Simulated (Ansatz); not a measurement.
Computed with DFT PBE, scalar-relativistic, plane waves, PAW (Ansatz 0.2.0). The final run on the 6-atom cell used 420 eV, a Γ-centred 8×8×10 mesh, 0.10 eV smearing and collinear spin.

Energies over the elements count from the elements' standard structures at the same level (F₂ as a molecule), with no fitted energy shifts.

Question: Suggest a trial structure for an orthorhombic semiconductor made of F, K and Zr, with a gap near 0.6 eV, a formation energy near −3.19 eV/atom, a density near 2.99 g/cm³ and a net moment near 0.2 μB per atom, in a cell of 6 atoms.

Answer: KZrF4, space group Cmmm (No. 65). Around K lie 6 F at 2.66–2.73 Å; Zr has 2 F at 2.02 Å and 4 F at 2.21 Å; F on a site of symmetry 2mm has 1 Zr at 2.02 Å and 2 K at 2.66 Å; F on a site of symmetry m2m is surrounded by 2 Zr at 2.21 Å, 1 F at 2.46 Å and 1 K at 2.73 Å.

```
K Zr F
1.0
     3.94620   -3.95490    0.00000
     3.94620    3.95490    0.00000
     0.00000    0.00000    3.67538
K Zr F
1 1 4
Direct
  0.50000 0.50000 0.50000
  0.00000 0.00000 0.00000
  0.74375 0.74375 0.00000
  0.25625 0.25625 0.00000
  0.15530 0.84470 0.50000
  0.84470 0.15530 0.50000
```

The volume per atom is 19.12 Å³. The density is 2.99 g/cm³ and the energy over the elements is −3.193 eV/atom. The gap on the 8×8×10 mesh of the 6-atom cell is 0.59 eV. The net moment per atom is 0.17 μB and the moment by site is Zr 0.3 μB.

The cell was found from a structure generator's guess, not taken from experiment. The answer needn't be unique; the calculation gave this one.

Kohn–Sham gaps at this level usually fall short of measured ones. Another magnetic order may lie lower. Symmetry constrained the relaxation, so the result can be a saddle point. Site moments count only spheres around the atoms; the net moment includes the space between them.
